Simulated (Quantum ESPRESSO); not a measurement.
## Mg2MoAl2AgHf2 (finding a planted mistake in a log)

Simulated, not a measurement. The program is pw.x of Quantum ESPRESSO 7.5 (plane-wave density functional theory). The cell is made up: eight metal atoms on a face-centred cubic lattice, with elements, volume, strain and displacements drawn at random and not relaxed, so it may be unstable or far from any real phase. PseudoDojo standard norm-conserving files set the functional (PBE unless stated); there is no spin polarisation or spin-orbit coupling, the Fermi-Dirac width of 0.25 eV means electrons at about 2900 K, and the masses in the input are unused placeholders. Heavy elements are run without spin-orbit coupling, which real alloys of them have. A spin test at this wide smearing found no moment, but such smearing suppresses magnetism that the real alloy may have.

Intended input:

```
&control calculation='scf', pseudo_dir='./dojo.nc.sr.pbe.v0_5.standard.upf', outdir='./o', disk_io='minimal', tprnfor=.true., tstress=.true. /
&system ibrav=0, nat=8, ntyp=5, nbnd=54, ecutwfc=84.00895049, nosym=.true., tot_charge=0,
 occupations='smearing', smearing='fd', degauss=0.0183746611
/
&electrons conv_thr=1.470e-08, electron_maxstep=70, mixing_beta=0.5 /
ATOMIC_SPECIES
Ag 1.0 Ag.upf
Al 1.0 Al.upf
Hf 1.0 Hf.upf
Mg 1.0 Mg.upf
Mo 1.0 Mo.upf
CELL_PARAMETERS angstrom
0.0 2.112 2.112
0.0 4.2241 -4.2241
-8.4482 -2.112 2.112
ATOMIC_POSITIONS angstrom
Mg -0.0117 0.0254 -0.0709
Mo -4.163 -0.0426 -0.0177
Al -0.0106 2.1036 -2.04
Mg -4.1473 2.1302 -2.0628
Ag -6.3426 0.0278 2.1373
Hf -2.1937 2.1899 -0.0469
Hf -6.3222 2.121 -0.0013
Al -2.0723 4.2338 -2.0607
K_POINTS automatic
8 4 3 1 1 1
```

The log is shortened where brackets say so; the opening notice, blank lines, dates and the lines on written files are dropped, and the path of the files is cut. It prints rydbergs, bohrs and kilobars, and counts compression as positive stress. Its total energy is the free energy E - TS of the whole cell.

Log of the intended run:

```
     Program PWSCF v.7.5
     Parallel version (MPI & OpenMP), running on       4 processor cores
     Number of MPI processes:                 4
     Threads/MPI process:                     1
     [start-up lines left out]
     bravais-lattice index     =            0
     lattice parameter (alat)  =       5.6443  a.u.
     unit-cell volume          =    1017.2294 (a.u.)^3
     number of atoms/cell      =            8
     number of atomic types    =            5
     number of electrons       =        83.00
     number of Kohn-Sham states=           54
     kinetic-energy cutoff     =      84.0090  Ry
     charge density cutoff     =     336.0358  Ry
     scf convergence threshold =      1.5E-08
     mixing beta               =       0.5000
     number of iterations used =            8  plain     mixing
     Exchange-correlation= PBE
                           (   1   4   3   4   0   0   0)
     [axes and pseudopotential details left out]
   Cartesian axes
     site n.     atom                  positions (alat units)
         1        Mg     tau(   1) = (  -0.0039172   0.0085040  -0.0237376  )
         2        Mo     tau(   2) = (  -1.3937905  -0.0142627  -0.0059260  )
         3        Al     tau(   3) = (  -0.0035489   0.7042944  -0.6830009  )
         4        Mg     tau(   4) = (  -1.3885341   0.7132002  -0.6906344  )
         5        Ag     tau(   5) = (  -2.1235301   0.0093076   0.7155773  )
         6        Hf     tau(   6) = (  -0.7344603   0.7331880  -0.0157023  )
         7        Hf     tau(   7) = (  -2.1167000   0.7101200  -0.0004352  )
         8        Al     tau(   8) = (  -0.6938150   1.4174946  -0.6899313  )
     number of k points=    48  Fermi-Dirac smearing, width (Ry)=  0.0184
                       cart. coord. in units 2pi/alat
        k(    1) = (  -0.0810202   0.0883873   0.0000010), wk =   0.0416667
        k(    2) = (   0.1546765   0.0883873   0.0000010), wk =   0.0416667
     [further k points left out]
     Dense  grid:   105953 G-vectors     FFT dimensions: (  36,  72, 100)
     Estimated max dynamical RAM per process >     309.06 MB
     Estimated total dynamical RAM >       1.13 GB
     Initial potential from superposition of free atoms
     starting charge      82.9879, renormalised to      83.0000
     Starting wfcs are   58 randomized atomic wfcs
     total cpu time spent up to now is        7.7 secs
     per-process dynamical memory:   234.2 Mb
     Self-consistent Calculation
     iteration #  1     ecut=    84.01 Ry     beta= 0.50
     Davidson diagonalization with overlap
     ethr =  1.00E-02,  avg # of iterations =  4.3
     total cpu time spent up to now is       24.5 secs
     total energy              =    -922.14327632 Ry
     estimated scf accuracy    <       1.64000518 Ry
     iteration #  2     ecut=    84.01 Ry     beta= 0.50
     Davidson diagonalization with overlap
     ethr =  1.98E-03,  avg # of iterations =  4.4
     total cpu time spent up to now is       41.9 secs
     total energy              =    -921.51333702 Ry
     estimated scf accuracy    <      19.02100605 Ry
     [iterations 3 to 14 left out]
     iteration # 15     ecut=    84.01 Ry     beta= 0.50
     Davidson diagonalization with overlap
     ethr =  6.28E-11,  avg # of iterations =  2.0
     total cpu time spent up to now is      229.4 secs
     total energy              =    -923.07138166 Ry
     estimated scf accuracy    <       0.00000007 Ry
     iteration # 16     ecut=    84.01 Ry     beta= 0.50
     Davidson diagonalization with overlap
     ethr =  6.28E-11,  avg # of iterations =  1.0
     total cpu time spent up to now is      241.5 secs
     End of self-consistent calculation
     [lines on levels left out]
!    total energy              =    -923.07138166 Ry
     estimated scf accuracy    <          8.1E-09 Ry
     smearing contrib. (-TS)   =      -0.09142804 Ry
     internal energy E=F+TS    =    -922.97995362 Ry
     The total energy is F=E-TS. E is the sum of the following terms:
     one-electron contribution =    -543.70617455 Ry
     hartree contribution      =     291.41141734 Ry
     xc contribution           =    -159.98228703 Ry
     ewald contribution        =    -510.70290938 Ry
     convergence has been achieved in  16 iterations
     Forces acting on atoms (cartesian axes, Ry/au):
     atom    1 type  4   force =     0.00103518    0.00111921    0.00747402
     atom    2 type  5   force =     0.00168576    0.01958080   -0.01468530
     atom    3 type  2   force =     0.00886252    0.01082801   -0.01416665
     atom    4 type  4   force =    -0.03567312    0.02949704   -0.03371751
     atom    5 type  1   force =     0.00507355   -0.00575445    0.00239703
     atom    6 type  3   force =     0.02526785   -0.03904567    0.03939386
     atom    7 type  3   force =     0.01236905   -0.03342327    0.03482699
     atom    8 type  2   force =    -0.01862079    0.01719832   -0.02152243
     Total force =     0.108187     Total SCF correction =     0.000427
     Computing stress (Cartesian axis) and pressure
          total   stress  (Ry/bohr**3)                   (kbar)     P=       11.93
   0.00004577  -0.00004732   0.00005931            6.73       -6.96        8.72
  -0.00004732   0.00009617   0.00002631           -6.96       14.15        3.87
   0.00005931   0.00002631   0.00010135            8.72        3.87       14.91
     init_run     :      7.26s CPU      7.49s WALL (       1 calls)
     electrons    :    232.85s CPU    233.90s WALL (       1 calls)
     forces       :      2.10s CPU      2.13s WALL (       1 calls)
     stress       :      7.63s CPU      7.63s WALL (       1 calls)
     [timing details left out]
     PWSCF        :   4m10.02s CPU   4m11.42s WALL
     JOB DONE.
```

A second run was made from an input with one planted mistake. Its log:

```
     Program PWSCF v.7.5
     Parallel version (MPI & OpenMP), running on       4 processor cores
     Number of MPI processes:                 4
     Threads/MPI process:                     1
     [start-up lines left out]
     bravais-lattice index     =            0
     lattice parameter (alat)  =       5.6443  a.u.
     unit-cell volume          =    1017.2294 (a.u.)^3
     number of atoms/cell      =            8
     number of atomic types    =            5
     number of electrons       =        83.00
     number of Kohn-Sham states=           54
     kinetic-energy cutoff     =      84.0090  Ry
     charge density cutoff     =     336.0358  Ry
     scf convergence threshold =      1.5E-08
     mixing beta               =       0.5000
     number of iterations used =            8  plain     mixing
     Exchange-correlation= PBE
                           (   1   4   3   4   0   0   0)
     [axes and pseudopotential details left out]
   Cartesian axes
     site n.     atom                  positions (alat units)
         1        Mg     tau(   1) = (  -0.0039172   0.0085040  -0.0237376  )
         2        Mo     tau(   2) = (  -1.3167855  -0.0142627  -0.0059260  )
         3        Al     tau(   3) = (  -0.0035489   0.7042944  -0.6830009  )
         4        Mg     tau(   4) = (  -1.3885341   0.7132002  -0.6906344  )
         5        Ag     tau(   5) = (  -2.1235301   0.0093076   0.7155773  )
         6        Hf     tau(   6) = (  -0.7344603   0.7331880  -0.0157023  )
         7        Hf     tau(   7) = (  -2.1167000   0.7101200  -0.0004352  )
         8        Al     tau(   8) = (  -0.6938150   1.4174946  -0.6899313  )
     number of k points=    48  Fermi-Dirac smearing, width (Ry)=  0.0184
                       cart. coord. in units 2pi/alat
        k(    1) = (  -0.0810202   0.0883873   0.0000010), wk =   0.0416667
        k(    2) = (   0.1546765   0.0883873   0.0000010), wk =   0.0416667
     [further k points left out]
     Dense  grid:   105953 G-vectors     FFT dimensions: (  36,  72, 100)
     Estimated max dynamical RAM per process >     309.06 MB
     Estimated total dynamical RAM >       1.13 GB
     Initial potential from superposition of free atoms
     starting charge      82.9879, renormalised to      83.0000
     Starting wfcs are   58 randomized atomic wfcs
     total cpu time spent up to now is        7.5 secs
     per-process dynamical memory:   234.2 Mb
     Self-consistent Calculation
     iteration #  1     ecut=    84.01 Ry     beta= 0.50
     Davidson diagonalization with overlap
     ethr =  1.00E-02,  avg # of iterations =  4.5
     total cpu time spent up to now is       24.8 secs
     total energy              =    -922.09354602 Ry
     estimated scf accuracy    <       1.69838753 Ry
     iteration #  2     ecut=    84.01 Ry     beta= 0.50
     Davidson diagonalization with overlap
     ethr =  2.05E-03,  avg # of iterations =  4.8
     total cpu time spent up to now is       42.0 secs
     total energy              =    -921.53375466 Ry
     estimated scf accuracy    <      17.92218562 Ry
     [iterations 3 to 13 left out]
     iteration # 14     ecut=    84.01 Ry     beta= 0.50
     Davidson diagonalization with overlap
     ethr =  8.06E-11,  avg # of iterations =  2.0
     total cpu time spent up to now is      220.0 secs
     total energy              =    -923.06507641 Ry
     estimated scf accuracy    <       0.00000004 Ry
     iteration # 15     ecut=    84.01 Ry     beta= 0.50
     Davidson diagonalization with overlap
     ethr =  4.83E-11,  avg # of iterations =  1.9
     total cpu time spent up to now is      232.8 secs
     End of self-consistent calculation
     [lines on levels left out]
!    total energy              =    -923.06507640 Ry
     estimated scf accuracy    <       0.00000001 Ry
     smearing contrib. (-TS)   =      -0.09096194 Ry
     internal energy E=F+TS    =    -922.97411446 Ry
     The total energy is F=E-TS. E is the sum of the following terms:
     one-electron contribution =    -530.14366888 Ry
     hartree contribution      =     284.65578268 Ry
     xc contribution           =    -160.02108188 Ry
     ewald contribution        =    -517.46514639 Ry
     convergence has been achieved in  15 iterations
     Forces acting on atoms (cartesian axes, Ry/au):
     atom    1 type  4   force =     0.00294251    0.00162299    0.00700231
     atom    2 type  5   force =    -0.03210638    0.01433619   -0.00753955
     atom    3 type  2   force =     0.01157790    0.01172457   -0.01500358
     atom    4 type  4   force =    -0.03787753    0.03056013   -0.03490219
     atom    5 type  1   force =     0.01064134   -0.00056880   -0.00115635
     atom    6 type  3   force =     0.03769074   -0.03286705    0.03219968
     atom    7 type  3   force =     0.01541911   -0.03459994    0.03581911
     atom    8 type  2   force =    -0.00828768    0.00979192   -0.01641944
     Total force =     0.110642     Total SCF correction =     0.000454
     Computing stress (Cartesian axis) and pressure
          total   stress  (Ry/bohr**3)                   (kbar)     P=       19.36
   0.00005710  -0.00004092   0.00003827            8.40       -6.02        5.63
  -0.00004092   0.00016597   0.00000654           -6.02       24.41        0.96
   0.00003827   0.00000654   0.00017184            5.63        0.96       25.28
     init_run     :      7.04s CPU      7.27s WALL (       1 calls)
     electrons    :    224.42s CPU    225.29s WALL (       1 calls)
     forces       :      2.10s CPU      2.13s WALL (       1 calls)
     stress       :      7.87s CPU      7.88s WALL (       1 calls)
     [timing details left out]
     PWSCF        :   4m 1.67s CPU   4m 2.89s WALL
     JOB DONE.
```

Question: the log repeats what the program read. Compare it with the intended run: what was wrong in the second input?

Answer: one coordinate of one atom is wrong. The input lines that differ:

```
- Mo -4.163 -0.0426 -0.0177
+ Mo -3.933 -0.0426 -0.0177
```

|  | intended run | run with the mistake |
| --- | --- | --- |
| free energy (eV) | -12559.026 | -12558.940 |
| entropy term -TS, part of it (eV) | -1.244 | -1.238 |
| pressure (GPa) | 1.19 | 1.94 |
| size of the largest force component (eV/Å) | 1.013 | 0.974 |
| largest change of a force component (eV/Å) |  | 0.869 |
| iterations | 16 | 15 |

For scale, a rerun of the intended cell at a higher cutoff and on a denser mesh moved values by no more than 0.005 eV in energy, 0.08 GPa in stress and 0.008 eV/Å in force, and a second program with other atomic files agreed on that cell to 2 % rms in force and 0.5 GPa in pressure.